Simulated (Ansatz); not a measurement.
Relaxation of a generated cell, Te2Mo placed in the rutile structure type; 6 atoms in the cell, which starts as P4₂/mnm (No. 136), tP6; a = 6.9535 Å, b = 6.9535 Å, c = 4.4781 Å, α = 90.00°, β = 90.00°, γ = 90.00°. These are PBE (plane waves to 420 eV, PAW, scalar-relativistic; Ansatz, an electronic-structure program) values and carry that method's errors. Γ-centred k-mesh 4×4×5 on the run's cell (coarser than for final values), Fermi–Dirac smearing 0.05 eV. This is the first round of the run. 

The optimiser's lines from the output (shortened; P is positive under compression):

```
relax step   1: F+E_penalty+E_count = -37829.06052372 eV  Δ(F+E_penalty+E_count) = +0.000e0 eV  max|allowed force component| = 2.986e-1 eV/Å  Δτ_max = 0.0000 Å  P = -11.281 GPa  Ω = 216.517 Å³  (11 SCF iters, dr2 threshold 1.00e-7 eV, accepted)
relax step   2: F+E_penalty+E_count = -37830.67130266 eV  Δ(F+E_penalty+E_count) = -1.611e0 eV  max|allowed force component| = 5.124e-3 eV/Å  Δτ_max = 0.0219 Å  P = -7.553 GPa  Ω = 191.079 Å³  (7 SCF iters, dr2 threshold 6.00e-7 eV, accepted)
relax step   3: F+E_penalty+E_count = -37831.35468853 eV  Δ(F+E_penalty+E_count) = -6.834e-1 eV  max|allowed force component| = 3.365e-1 eV/Å  Δτ_max = 0.0324 Å  P = -1.576 GPa  Ω = 170.829 Å³  (7 SCF iters, dr2 threshold 6.00e-7 eV, accepted)
relax step   4: F+E_penalty+E_count = -37831.62331721 eV  Δ(F+E_penalty+E_count) = -2.686e-1 eV  max|allowed force component| = 3.694e-2 eV/Å  Δτ_max = 0.1305 Å  P = +0.727 GPa  Ω = 162.156 Å³  (6 SCF iters, dr2 threshold 6.00e-7 eV, accepted)
relax step   5: F+E_penalty+E_count = -37831.71933177 eV  Δ(F+E_penalty+E_count) = -9.601e-2 eV  max|allowed force component| = 2.446e-1 eV/Å  Δτ_max = 0.0826 Å  P = -0.092 GPa  Ω = 160.883 Å³  (6 SCF iters, dr2 threshold 6.00e-7 eV, accepted)
relax step   6: F+E_penalty+E_count = -37831.73865730 eV  Δ(F+E_penalty+E_count) = -1.933e-2 eV  max|allowed force component| = 3.171e-2 eV/Å  Δτ_max = 0.0243 Å  P = -0.344 GPa  Ω = 161.764 Å³  (5 SCF iters, dr2 threshold 6.00e-7 eV, accepted)
relax step   7: F+E_penalty+E_count = -37831.73963203 eV  Δ(F+E_penalty+E_count) = -9.747e-4 eV  max|allowed force component| = 4.331e-4 eV/Å  Δτ_max = 0.0031 Å  P = +0.018 GPa  Ω = 161.169 Å³  (4 SCF iters, dr2 threshold 3.01e-7 eV, accepted)
relax step   8: F+E_penalty+E_count = -37831.73963424 eV  Δ(F+E_penalty+E_count) = -2.214e-6 eV  max|allowed force component| = 3.112e-4 eV/Å  Δτ_max = 0.0002 Å  P = +0.003 GPa  Ω = 161.210 Å³  (4 SCF iters, dr2 threshold 3.38e-9 eV, accepted)
relax step   9: F+E_penalty+E_count = -37831.73480105 eV  Δ(F+E_penalty+E_count) = +4.833e-3 eV  max|allowed force component| = 3.442e-5 eV/Å  Δτ_max = 0.0000 Å  P = -0.008 GPa  Ω = 161.210 Å³  stress off target by 9.82e-3 GPa  SCF on the basis re-selected at this cell (its energy is not comparable with the rows above)  (7 SCF iters)
```

From the first to the last row the energy changes by -0.45 eV/atom and the volume by -25.5 %. The last row is marked as not comparable with the walk above it, whose basis was carried along; it does compare with step 1, since both stand on a basis selected at the nominal cutoff for their own cell.

Later rounds, restarted from the end of this one on a renewed k-mesh, logged 9 more steps and released under 0.01 eV/atom more. The final structure after all rounds: P4₂/mnm (No. 136), tP6; a = 6.6790 Å, b = 6.6790 Å, c = 3.6133 Å, α = 90.00°, β = 90.00°, γ = 90.00°. Between re-selections the logged energies stand on a plane-wave basis carried along with the cell. No spin polarisation in the result. A magnetic state may lie lower.

The run could not lose the symmetry of its start, so the end can be a saddle point.

The relaxed structure here is a generated cell of Te2Mo: the first start was made by placing the elements on the sites of a structure type, and the end was not matched to a known phase here, so it may be hypothetical. Known forms of Te2Mo include space group No. 194.
